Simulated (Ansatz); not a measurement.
**YSe (CsCl-type structure)**

Level of theory: DFT, PBEsol, scalar-relativistic, no spin polarisation; plane waves to 420 eV with PAW datasets (Ansatz 0.2.0), Γ-centred 10×10×10 mesh, 0.05 eV Gaussian smearing. The datasets are Ansatz's generated set soft_2.

```cif
data_structure
_symmetry_space_group_name_H-M 'Pm-3m'
_symmetry_Int_Tables_number 221
_cell_length_a 3.4981
_cell_length_b 3.4981
_cell_length_c 3.4981
_cell_angle_alpha 90.000
_cell_angle_beta 90.000
_cell_angle_gamma 90.000
_cell_volume 42.81
loop_
_atom_site_label
_atom_site_type_symbol
_atom_site_symmetry_multiplicity
_atom_site_Wyckoff_symbol
_atom_site_fract_x
_atom_site_fract_y
_atom_site_fract_z
_atom_site_occupancy
Y1 Y 1 a 0.00000 0.00000 0.00000 1
Se1 Se 1 b 0.50000 0.50000 0.50000 1
```

This is a trial structure; measured cells of the compound in the Crystallography Open Database are in space group Fm-3m (rock salt).

Problem. Which orbitals carry the states at the Fermi level, and how many states are there?

Solution. Within 0.1 eV of it: Y 4d 92 % (shares among the projected shells). The density of states at the Fermi level is about 2 states/eV per cell, averaged over 0.3 eV.

Density of states (tetrahedra, averaged over 0.3 eV; states/eV per cell of 2 atoms; energy in eV from the Fermi level; projections on Löwdin-orthogonalised atomic orbitals, summed over sites):

```
    E  total  Y 4d  Se 4p  Y 5s  Se 4s  Y 4p
-5.80   1.01  0.21   0.67  0.10   0.01  0.01
-5.50   2.31  0.50   1.59  0.15   0.02  0.04
-5.20   2.13  0.41   1.52  0.13   0.02  0.03
-4.90   1.45  0.27   1.07  0.05   0.02  0.02
-4.60   1.34  0.25   1.01  0.03   0.02  0.02
-4.30   1.23  0.23   0.91  0.03   0.02  0.02
-4.00   1.16  0.23   0.86  0.03   0.02  0.01
-3.70   1.12  0.22   0.83  0.03   0.02  0.01
-3.40   1.14  0.22   0.85  0.02   0.02  0.01
-3.10   1.15  0.21   0.87  0.02   0.02  0.01
-2.80   1.50  0.26   1.17  0.02   0.02  0.01
-2.50   2.17  0.42   1.69  0.02   0.01  0.01
-2.20   0.85  0.14   0.69  0.00   0.01  0.00
-1.90   0.29  0.04   0.23  0.00   0.00  0.00
-1.60   0.12  0.01   0.11  0.00   0.00  0.00
-1.30   0.04  0.02   0.02  0.00   0.00  0.00
-1.00   0.21  0.17   0.01  0.02   0.00  0.00
-0.70   0.50  0.41   0.04  0.04   0.00  0.00
-0.40   0.95  0.82   0.06  0.05   0.00  0.00
-0.10   2.05  1.84   0.09  0.06   0.00  0.01
 0.20   1.31  1.15   0.06  0.05   0.00  0.01
 0.50   0.84  0.71   0.04  0.06   0.00  0.00
 0.80   0.62  0.49   0.03  0.07   0.00  0.00
 1.10   0.55  0.40   0.03  0.08   0.01  0.00
 1.40   0.88  0.68   0.04  0.10   0.01  0.00
 1.70   2.70  2.22   0.07  0.12   0.09  0.01
 2.00   3.41  2.62   0.13  0.13   0.20  0.01
 2.30   2.14  1.52   0.10  0.12   0.16  0.01
 2.60   2.21  1.50   0.11  0.19   0.20  0.01
 2.90   1.39  0.97   0.11  0.08   0.08  0.00
 3.20   1.30  0.96   0.14  0.04   0.04  0.00
 3.50   1.58  1.21   0.20  0.05   0.03  0.00
 3.80   1.70  1.25   0.26  0.07   0.03  0.00
 4.10   2.19  1.54   0.41  0.11   0.02  0.00
 4.40   2.22  1.54   0.44  0.10   0.02  0.00
 4.70   1.92  1.33   0.40  0.07   0.02  0.00
 5.00   1.46  0.95   0.30  0.07   0.02  0.00
```

With 27 valence electrons in the calculation's cell and no magnetic order, the bands, two electrons each, can't all be full or empty: band theory demands a metal. (Only strong correlation, outside this picture, could make a Mott insulator of it.) A formal count (Y³⁺, Se²⁻) leaves 1 electron a formula unit beyond the anions' closed shells. It goes into the bands above the anion p states, which fits the metal found.

Spin polarisation wasn't tried.
